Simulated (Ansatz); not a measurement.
RuF₂, relaxed from a AuTe2-type start to space group P-3m1 (read at 0.02 Å)

Method: PBEsol, scalar-relativistic; no spin polarisation; PAW, 420 eV, Γ-centred 12×12×8 mesh, 0.05 eV Gaussian smearing; code Ansatz; PAW files: Ansatz's generated set soft_2.

```cif
data_structure
_symmetry_space_group_name_H-M 'P-3m1'
_symmetry_Int_Tables_number 164
_cell_length_a 3.2213
_cell_length_b 3.2213
_cell_length_c 4.2720
_cell_angle_alpha 90.000
_cell_angle_beta 90.000
_cell_angle_gamma 120.000
_cell_volume 38.39
loop_
_atom_site_label
_atom_site_type_symbol
_atom_site_symmetry_multiplicity
_atom_site_Wyckoff_symbol
_atom_site_fract_x
_atom_site_fract_y
_atom_site_fract_z
_atom_site_occupancy
Ru1 Ru 1 a 0.00000 0.00000 0.00000 1
F1 F 2 d 0.33333 0.66667 0.22360 1
```

This is a trial structure made by placing the elements on a prototype's sites, so it needn't be the stable form.

The cell above was scaled in volume, and shape and atoms were relaxed at each volume within its symmetry. Energies are counted from the cell above.

The cell is relaxed to zero pressure at this level.

| V (Å³/atom) | ΔE (meV/atom) | P (GPa) | gap on the mesh (eV) |
| --- | --- | --- | --- |
| 12.29 | 1.0 | 0.70 | 0.45 |
| 12.54 | 0.2 | 0.41 | 0.49 |
| 12.80 | 0.0 | 0.01 | 0.51 |
| 13.05 | 0.1 | -0.20 | 0.53 |
| 13.31 | 0.4 | -0.26 | 0.56 |

(1) Can a bulk modulus be trusted from these points?

Answer:

(1) No. The energies are smooth (scatter 0.00 meV/atom), but the fit's B0′ of 26.1 is out of the usual range: the curve is too flat or too lopsided over this range, as for soft or weakly bound crystals, and a third-order form can't fix it.

Semilocal functionals underestimate band gaps, commonly by a third or more.
